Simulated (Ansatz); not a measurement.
NMR crystallography of ZnS with Br replacing S: given against relaxed positions

Start: a supercell of ZnS (wurtzite type, P6_3mc) built from a structure deposited in the COD, with all atoms left at the host's positions.

Space group P3m1 (No. 156); a = 7.6220, c = 12.4680 Å, γ = 120.00°.

```csv
site,Wyckoff,site symmetry,x,y,z
Zn1,1a,3m.,0.0000,0.0000,0.0000
Zn2,1a,3m.,0.0000,0.0000,0.5000
Zn3,3d,.m.,0.0000,0.5000,0.0000
Zn4,3d,.m.,0.0000,0.5000,0.5000
Zn9,3d,.m.,0.1667,0.8333,0.2500
Zn10,3d,.m.,0.1667,0.8333,0.7500
Zn15,1c,3m.,0.6667,0.3333,0.2500
Zn16,1c,3m.,0.6667,0.3333,0.7500
Br,1a,3m.,0.0000,0.0000,0.1925
S18,1a,3m.,0.0000,0.0000,0.6925
S19,3d,.m.,0.0000,0.5000,0.1925
S20,3d,.m.,0.0000,0.5000,0.6925
S25,3d,.m.,0.1667,0.8333,0.4425
S26,3d,.m.,0.1667,0.8333,0.9425
S31,1c,3m.,0.6667,0.3333,0.4425
S32,1c,3m.,0.6667,0.3333,0.9425
```

One atom of each set is listed.

Computed with Ansatz: DFT, PBE, plane waves and PAW, scalar-relativistic, 420 eV cutoff, Γ-centred 3×3×2 k-points, Fermi–Dirac smearing 0.01 eV, cell charge +1.

The largest force at the start is 2.4 eV/Å. Relaxing the ions at fixed cell moves them by 0.320 Å at most (atom 1, Zn) and 0.104 Å rms.

```tsv
site	moved (Å)	first shell before	first shell after	V_zz before (10²¹ V/m²)	η before
Zn1	0.320	3 S at 2.31 Å, 1 Br at 2.40 Å	3 S at 2.28 Å, 1 Br at 2.66 Å	6.67	0.00
Zn2	0.046	4 S at 2.31–2.40 Å	4 S at 2.33 Å	1.45	0.00
Zn3	0.015	4 S at 2.31–2.40 Å	4 S at 2.31–2.35 Å	2.42	0.14
Zn4	0.070	4 S at 2.31–2.40 Å	4 S at 2.31–2.34 Å	1.38	0.26
Zn9	0.249	3 S at 2.31–2.40 Å, 1 Br at 2.31 Å	3 S at 2.28–2.30 Å, 1 Br at 2.58 Å	3.88	0.32
Zn10	0.012	4 S at 2.31–2.40 Å	4 S at 2.32–2.35 Å	2.63	0.00
Zn15	0.097	4 S at 2.31–2.40 Å	4 S at 2.30–2.34 Å	0.88	0.00
Zn16	0.034	4 S at 2.31–2.40 Å	4 S at 2.32–2.34 Å	2.15	0.00
Br	0.063	4 Zn at 2.31–2.40 Å	4 Zn at 2.58–2.66 Å	-4.19	0.00
S19	0.055	4 Zn at 2.31–2.40 Å	4 Zn at 2.30–2.35 Å	2.96	0.68
S25	0.006	4 Zn at 2.31–2.40 Å	4 Zn at 2.28–2.34 Å	1.57	0.21
S31	0.006	4 Zn at 2.31–2.40 Å	4 Zn at 2.30–2.33 Å	-0.085	0.00
S32	0.029	4 Zn at 2.31–2.40 Å	4 Zn at 2.31–2.34 Å	-0.89	0.00
```

Question: What are V_zz and η after the relaxation?

Answer: 

```json
{"site": "Zn1", "V_zz after": "10.18", "η after": "0.00", "change of V_zz": "+3.51"}
{"site": "Zn2", "V_zz after": "-0.49", "η after": "0.00", "change of V_zz": "-1.94"}
{"site": "Zn3", "V_zz after": "0.97", "η after": "0.78", "change of V_zz": "-1.45"}
{"site": "Zn4", "V_zz after": "-0.84", "η after": "0.70", "change of V_zz": "-2.22"}
{"site": "Zn9", "V_zz after": "8.39", "η after": "0.12", "change of V_zz": "+4.51"}
{"site": "Zn10", "V_zz after": "0.99", "η after": "0.72", "change of V_zz": "-1.64"}
{"site": "Zn15", "V_zz after": "-1.69", "η after": "0.00", "change of V_zz": "-2.57"}
{"site": "Zn16", "V_zz after": "0.46", "η after": "0.00", "change of V_zz": "-1.69"}
{"site": "Br", "V_zz after": "-1.40", "η after": "0.00", "change of V_zz": "+2.79"}
{"site": "S19", "V_zz after": "1.56", "η after": "0.39", "change of V_zz": "–"}
{"site": "S25", "V_zz after": "1.76", "η after": "0.08", "change of V_zz": "+0.19"}
{"site": "S31", "V_zz after": "0.83", "η after": "0.00", "change of V_zz": "+0.91"}
{"site": "S32", "V_zz after": "-0.32", "η after": "0.00", "change of V_zz": "+0.57"}
```

The largest change of V_zz along a kept axis is on Zn9, from 3.88 to 8.39. In per cent, |V_zz| changes by -79 to +116 on Zn, -67 on Br, -65 to +12 on S (all sites that start above 0.5, bar those whose gradient vanishes or changes sign or whose main axis turns by over 40°). Where |V_zz| stays above 0.1 and the axes keep their order, η moves most on Zn10, from 0.00 to 0.72. On Zn9, Zn4 V_xx and V_yy change places (or their axes turn by over 50°), so the two values of η hide a larger change. V_zz changes sign on Zn2 (same axis), Zn4 (axis turned by 15°), Zn15 (same axis), S31 (same axis). On S19, S20 (not all in the table) the largest principal value lies along another axis in the second run, so the two V_zz can't be compared directly. The table leaves out 3 of the 16 sites, with |V_zz| up to 1.64; their tensors move by 1.70 at most along any direction. The statements above cover all sites. The host's own positions weren't relaxed first, so part of the change far from the defect can be the host's relaxation.

The defect repeats with the cell of 32 atoms, so it feels its images: sites between two images don't show the values beside a lone defect, and zeros or small values of η there can come from the images' arrangement. S and Zn carry a gradient in the pure host already, so the values there aren't the defect's effect alone. A uniform background compensates the cell's charge.
Before: The neighbours have not yet relaxed around the defect (largest force 2.4 eV/Å), so a real crystal will differ.
After: The relaxation keeps the site symmetry 3m of the start, so the impurity can move only along its axis; a start off the site could end lower.
